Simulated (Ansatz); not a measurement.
Si$_{2}$W:
```cif
data_Si6W3
_chemical_formula_sum 'Si6 W3'
_space_group_name_H-M_alt 'P6222'
_space_group_IT_number 180
_space_group_name_Hall 'P 62 2 (0 0 4)'
_cell_length_a 4.57970
_cell_length_b 4.57970
_cell_length_c 6.60884
_cell_angle_alpha 90.000
_cell_angle_beta 90.000
_cell_angle_gamma 120.000
loop_
_atom_site_label
_atom_site_type_symbol
_atom_site_symmetry_multiplicity
_atom_site_Wyckoff_symbol
_atom_site_fract_x
_atom_site_fract_y
_atom_site_fract_z
_atom_site_occupancy
Si1 Si 6 j 0.32715 0.16357 0.16667 1
W1 W 3 d 0.50000 0.00000 0.50000 1
```

Relaxed with r²SCAN.

Problem. Give the optical modes at the zone centre with their infrared activity from DFPT, the program Ansatz at the r²SCAN level (PAW).

Solution. Transverse frequencies, without the LO–TO term; a row sums one degenerate level.

```
ω (cm⁻¹)  degeneracy  IR ((D/Å)²/amu)     activity  symmetry
--------  ----------  ---------------  -----------  --------
162                1             0.00  IR-inactive        B2
163                1             0.00  IR-inactive        B1
163                2             3.95           IR        E1
200                2             0.00  IR-inactive        E2
232                2           103.90           IR        E1
251                1            54.74           IR        A2
271                1             0.00  IR-inactive        B2
284                2            10.09           IR        E1
294                1             0.00  IR-inactive        B1
350                2             0.00  IR-inactive        E2
356                2            89.13           IR        E1
372                1            54.26           IR        A2
380                1             0.00  IR-inactive        B1
406                2             0.00  IR-inactive        E2
415                1             0.00  IR-inactive        A1
422                2             0.00  IR-inactive        E2
```

Problem. How high does the top mode go among those that the LO–TO term moves?

Solution. 415 cm⁻¹ for q along x, 415 cm⁻¹ for q along y, 438 cm⁻¹ for q along z.

Space group P6_222. The first step of the workflow began from a Materials Project structure, measured or hypothetical; the Crystallography Open Database copy checked does not list it. It is not the phase usual at ambient conditions (space group No. 139). The cell was relaxed with r²SCAN under the symmetry of its start; phonons on a q-mesh show no instability. No spin polarisation was allowed. Spin–orbit coupling is left out wherever it is not named.

Potentials: the later of the program's two PAW sets.
